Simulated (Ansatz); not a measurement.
Starting cell, Pd (fcc, Cu type):

```xyz
2
Lattice="0.0000 3.9084 3.9084 1.9542 1.9542 3.9084 1.9542 1.9542 0.0000" Properties=species:S:1:pos:R:3 pbc="T T T"
Pd     0.0000     0.0000     0.0000
Pd     1.9542     3.9084     1.9542
```

The atoms are displaced by Q × the pattern below (from a DFPT mode at X = (0.5, 0.5, 0.0), largest move 1; Q in Å), at fixed cell. It is one choice among 2 degenerate patterns. (q is in reciprocal vectors of the primitive cell; the cell shown is doubled to hold the pattern.)

```tsv
atom	x	y	z
Pd1	0.000	1.000	0.000
Pd2	0.000	-1.000	0.000
```

These are r2SCAN (plane waves to 500 eV, PAW, scalar-relativistic; Ansatz, a first-principles code) values and carry that method's errors. k mesh 20×20×20 (Γ-centred), Fermi-Dirac smearing 0.05 eV. Energies are smeared free energies. With partly filled bands, energies and forces of such displacements shift with the k mesh and the smearing. Pd is run without spin polarisation. Pd was relaxed with its symmetry unable to fall. ΔE is measured from the undisplaced structure. The last digit holds for this mesh only.

```json
[
 {"Q (Å)": "-0.180", "ΔE (meV/cell)": "288.1"},
 {"Q (Å)": "-0.150", "ΔE (meV/cell)": "withheld"},
 {"Q (Å)": "-0.120", "ΔE (meV/cell)": "127.7"},
 {"Q (Å)": "-0.090", "ΔE (meV/cell)": "71.8"},
 {"Q (Å)": "-0.060", "ΔE (meV/cell)": "31.9"},
 {"Q (Å)": "-0.030", "ΔE (meV/cell)": "8.0"},
 {"Q (Å)": "0.000", "ΔE (meV/cell)": "0.0"},
 {"Q (Å)": "0.030", "ΔE (meV/cell)": "8.0"},
 {"Q (Å)": "0.060", "ΔE (meV/cell)": "31.9"},
 {"Q (Å)": "0.090", "ΔE (meV/cell)": "71.8"},
 {"Q (Å)": "0.120", "ΔE (meV/cell)": "127.7"},
 {"Q (Å)": "0.150", "ΔE (meV/cell)": "withheld"},
 {"Q (Å)": "0.180", "ΔE (meV/cell)": "288.1"}
]
```

Fit an even polynomial form (powers 2, 4) to the given rows and predict ΔE at Q = 0.150.

Least squares on the 11 given rows: ΔE = (8852)·Q² + (1231)·Q⁴, in meV/cell with Q in Å; root-mean-square residual 0.02 meV/cell. At 0.150 the fit gives 199.8 meV/cell; the calculation gives 199.6 meV/cell, so the interpolation is off by 0.2 (+0.1 %). The quadratic term alone would give 199.2 meV/cell.

(For displaced atoms, the force is minus the slope of the energy, and its curvature is a force constant, which sets phonon frequencies.)
